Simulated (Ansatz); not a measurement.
Data sheet: CaZrN2 (DFT)

CaZrN₂:
```yaml
crystal:
  lattice:
    - [1.63053, 0.94138, 5.50486]
    - [-1.63053, 0.94138, 5.50486]
    - [0.00000, -1.88277, 5.50486]
  atoms:
    - { symbol: Ca, position: [0.00000, 0.00000, 0.00000] }
    - { symbol: Zr, position: [0.50000, 0.50000, 0.50000] }
    - { symbol: N, position: [0.23880, 0.23880, 0.23880] }
    - { symbol: N, position: [0.76120, 0.76120, 0.76120] }
```

Space group R-3m (No. 166); conventional cell a = b = 3.261 Å, c = 16.515 Å, α = β = 90.00°, γ = 120.00°.

Method: DFT-LDA in the program Ansatz with PAW potentials. Geometry: relaxed at this level of theory. Other levels are named where they apply.

### Cell and energy

Volume per atom: 12.67 Å³
Density: 5.22 g/cm³
Formation energy from the elements (no fitted shifts): -1.85 eV/atom

### Electronic structure

- Band gap: 0.30 eV (indirect)
- Valence-band maximum: at Γ
- Conduction-band minimum: at F (3 equivalent valleys)
- Smallest direct gap on the standard path: 0.90 eV
- Electron effective mass: 0.15, 0.17, 1.4 mₑ (principal values)
- Hole effective mass, band 1 of 2 at the edge: 0.53 along x, 0.75 along z (mₑ)
- Hole effective mass, band 2 of 2 at the edge: 0.22 along x, 0.75 along z (mₑ)

### Dielectric response

- Electronic dielectric constant ε∞ (DFPT) = 11.9 (xx = yy), 9.67 (zz)
- Static dielectric constant ε0 (ions relaxed, cell fixed) = 90.0 (xx = yy), 35.4 (zz)
- Born charges (a third of the trace) = Ca +2.85, Zr +5.71, N -4.28 e

### Phonons

- Highest zone-centre frequency (without LO–TO term) = 18.49 THz
- Zone-centre stability = no imaginary mode at Γ

The workflow started from a Materials Project entry (that database holds measured and hypothetical structures alike); the Crystallography Open Database copy checked does not list it. Its standing as an ambient phase is unchecked. The LDA relaxation kept the symmetry of its start. No spin polarisation was allowed. The references are the lowest solids computed at this level, not always the standard phases (solids in place of the gases). Scalar-relativistic: spin–orbit coupling is off unless named, which matters more the heavier the elements.

Potentials: the later of the program's two PAW sets.
